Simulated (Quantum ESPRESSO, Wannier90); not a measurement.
Wannier functions of MoP (P-6m2)

```
begin unit_cell_cart
ang
    3.2347598549    0.0000000000    0.0000000000
   -1.6173799274    2.8013842095    0.0000000000
    0.0000000000    0.0000000000    3.1822800000
end unit_cell_cart
begin atoms_frac
Mo   0.0000000000  0.0000000000  0.0000000000
P    0.3333333333 -0.3333333333  0.5000000000
end atoms_frac
```

Materials Project entry mp-219; symmetrised, unrelaxed at this level. COD (Crystallography Open Database) has an entry of this formula and space group (matched by these alone). Computed values, not measurements, from PBEsol: Quantum ESPRESSO (norm-conserving PseudoDojo potentials, cutoff 64 Ry, spinors with spin-orbit coupling) on a Γ-centred 6×6×6 mesh, then Wannier90. Density: 12×12×10 mesh, cold smearing 0.01 Ry.

A tight-binding model is made by disentanglement and projection with no localisation steps (num_iter = 0), so the 26 orbitals stay atom-like: hydrogen-like Mo: s;p;d; P: s;p, axes along x, y, z; frozen window up to 3.00 eV relative to the Fermi level. It follows pw.x to 6.6 meV rms for states up to 1.0 eV relative to the Fermi level. Matrix elements depend on this choice of orbitals and windows.

The 20 largest hoppings ⟨m,0|H|n,R⟩ between different sites (one of each Hermitian pair; signs follow the real orbitals' lobes; the list may end inside a set of equal values):

| m | n | R | distance of the centres (Å) | t (eV) | Im t (eV) |
|---|---|---|---|---|---|
| Mo1 py↑ | P2 pz↑ | 0 1 -1 | 2.39 | -1.904 | 0.000 |
| Mo1 py↓ | P2 pz↓ | 0 1 -1 | 2.39 | -1.904 | 0.000 |
| Mo1 py↑ | P2 pz↑ | 0 1 0 | 2.39 | 1.904 | 0.000 |
| Mo1 py↓ | P2 pz↓ | 0 1 0 | 2.39 | 1.904 | 0.000 |
| Mo1 py↑ | P2 s↑ | 0 1 -1 | 2.39 | -1.705 | 0.000 |
| Mo1 py↓ | P2 s↓ | 0 1 -1 | 2.39 | -1.705 | 0.000 |
| Mo1 py↑ | P2 s↑ | 0 1 0 | 2.39 | -1.705 | 0.000 |
| Mo1 py↓ | P2 s↓ | 0 1 0 | 2.39 | -1.705 | 0.000 |
| P2 pz↑ | Mo1 px↑ | 1 0 0 | 2.42 | -1.649 | 0.011 |
| P2 pz↓ | Mo1 px↓ | 1 0 0 | 2.42 | -1.649 | -0.011 |
| P2 pz↑ | Mo1 px↑ | 1 0 1 | 2.42 | 1.649 | -0.011 |
| P2 pz↓ | Mo1 px↓ | 1 0 1 | 2.42 | 1.649 | 0.011 |
| P2 pz↑ | Mo1 px↑ | 0 0 0 | 2.42 | 1.649 | 0.011 |
| P2 pz↓ | Mo1 px↓ | 0 0 0 | 2.42 | 1.649 | -0.011 |
| P2 pz↑ | Mo1 px↑ | 0 0 1 | 2.42 | -1.649 | -0.011 |
| P2 pz↓ | Mo1 px↓ | 0 0 1 | 2.42 | -1.649 | 0.011 |
| Mo1 dyz↑ | P2 s↑ | 0 1 -1 | 2.45 | 1.615 | 0.000 |
| Mo1 dyz↓ | P2 s↓ | 0 1 -1 | 2.45 | 1.615 | 0.000 |
| Mo1 dyz↑ | P2 s↑ | 0 1 0 | 2.45 | -1.615 | 0.000 |
| Mo1 dyz↓ | P2 s↓ | 0 1 0 | 2.45 | -1.615 | 0.000 |
